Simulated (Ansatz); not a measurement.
A: W (bcc, W type), a = 3.169 Å, b = 3.169 Å, c = 3.169 Å, α = 90.00°, β = 90.00°, γ = 90.00°
B: ZnSe (zinc blende), a = 5.666 Å, b = 5.666 Å, c = 5.666 Å, α = 90.00°, β = 90.00°, γ = 90.00°
C: ZrO2 (fluorite), a = b = c = 5.089 Å, α = β = γ = 90.00°

Scan: energy against volume (even scaling of the relaxed cell, symmetry kept). One method and one kind of scan serve all of them; meshes and ranges differ. All were relaxed with their symmetry unable to fall. Spin-orbit coupling is left out. This is a high-temperature form of ZrO2. W is run without spin polarisation. ZrO2 is run without spin polarisation.

### Question
Put the candidates in order of bulk modulus (fitted), highest first, for r2SCAN (plane waves to 500 eV, PAW, scalar-relativistic; Ansatz, a program for electronic structure).

### Answer
A (319 GPa), C (257 GPa), B (65.3 GPa)

(Under strain, the slope of the energy per volume gives the stress and its curvature an elastic modulus.)
